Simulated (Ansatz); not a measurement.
Relaxed-ion elastic tensor of LiF (rock salt, Fm-3m) in GPa (Voigt order), plane-wave PAW r²SCAN (Ansatz code); density 2.71 g/cm³, 7.94 Å³ per atom.

```
      1     2     3     4     5     6
-  ----  ----  ----  ----  ----  ----
1   140  46.3  46.3   0.0   0.0   0.0
2  46.3   140  46.3   0.0   0.0   0.0
3  46.3  46.3   140   0.0   0.0   0.0
4   0.0   0.0   0.0  67.4   0.0   0.0
5   0.0   0.0   0.0   0.0  67.4   0.0
6   0.0   0.0   0.0   0.0   0.0  67.4
```

Task: Is the crystal mechanically stable?

Result: Yes: the smallest eigenvalue of C is 67.4 GPa.

Task: Work out the Voigt, Reuss and Hill averages.

Result: K_V = 77.6, K_R = 77.6, K_H = 77.6; G_V = 59.2, G_R = 57.4, G_H = 58.3 GPa.

Task: Give Young's modulus, Poisson's ratio, Pugh's ratio and the universal anisotropy index.

Result: E = 9KG/(3K + G) = 140 GPa; ν = 0.20; K/G = 1.33 (brittle by the Pugh limit of 1.75); A_U = 5G_V/G_R + K_V/K_R − 6 = 0.16.

Task: Estimate the sound speeds and the Debye temperature.

Result: v_l = √((K + 4G/3)/ρ) = 7570 m/s, v_t = √(G/ρ) = 4640 m/s, mean 5120 m/s; Θ = (h/k)(3n/4πV)^(1/3) v_m = 764 K.

Task: Give the Zener ratio and Young's modulus along [100], [110] and [111].

Result: A = 2C44/(C11 − C12) = 1.44; 1/E = S11 − 2(S11 − S12 − S44/2)Γ with Γ = 0, 1/4, 1/3 gives 117, 145, 157 GPa.

The cell was relaxed with r²SCAN under the symmetry of its start.

Potentials: the earlier of the program's two PAW sets.
